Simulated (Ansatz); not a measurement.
This Si3S2 structure is the end of a relaxation. The cell was found from a structure generator's guess, not taken from experiment.

All numbers below come from Ansatz 0.2.0, DFT PBE, scalar-relativistic, plane waves, PAW. Cutoff 420 eV, Γ-centred mesh, Gaussian smearing, no spin polarisation.

```yaml
crystal:
  lattice:
    - [-4.45590, 4.45590, 4.45590]
    - [4.45590, -4.45590, 4.45590]
    - [4.45590, 4.45590, -4.45590]
  atoms:
    - { symbol: Si, position: [0.00000, 0.25192, 0.25192] }
    - { symbol: Si, position: [0.00000, 0.74808, 0.74808] }
    - { symbol: Si, position: [0.25192, 0.00000, 0.25192] }
    - { symbol: Si, position: [0.74808, 0.00000, 0.74808] }
    - { symbol: Si, position: [0.25192, 0.25192, 0.00000] }
    - { symbol: Si, position: [0.74808, 0.74808, 0.00000] }
    - { symbol: S, position: [0.00000, 0.00000, 0.00000] }
    - { symbol: S, position: [0.00000, 0.50000, 0.50000] }
    - { symbol: S, position: [0.50000, 0.00000, 0.50000] }
    - { symbol: S, position: [0.50000, 0.50000, 0.00000] }
```

Formation energies are uncorrected and refer to the elements' standard structures at the same level.

Question: What space group does it have?

Answer: Im-3m (No. 229). Conventional cell: a = 8.912 Å. Si is surrounded by 2 S at 2.21–2.25 Å; S on a site of symmetry m-3m has 6 Si at 2.25 Å; S on a site of symmetry 4/mmm is surrounded by 2 Si at 2.21 Å.

Question: What is its formation energy per atom?

Answer: +0.99 eV/atom. It can't be a ground state, since the elements alone are lower.

Question: Is it a metal?

Answer: Yes, bands cross the Fermi level on the 6×6×6 mesh.

The last run used a 6×6×6 mesh for its 10-atom cell and Gaussian smearing of 0.10 eV. The cell is a metal run without spin; a magnetic state may lie lower. The reference form of S is held partly by dispersion forces, which this level lacks. Symmetry constrained the relaxation, so the result can be a saddle point. Another cell of Si3S2 relaxed alike, in R-3m, lies 0.92 eV/atom lower, so this cell isn't the stable form at this level.
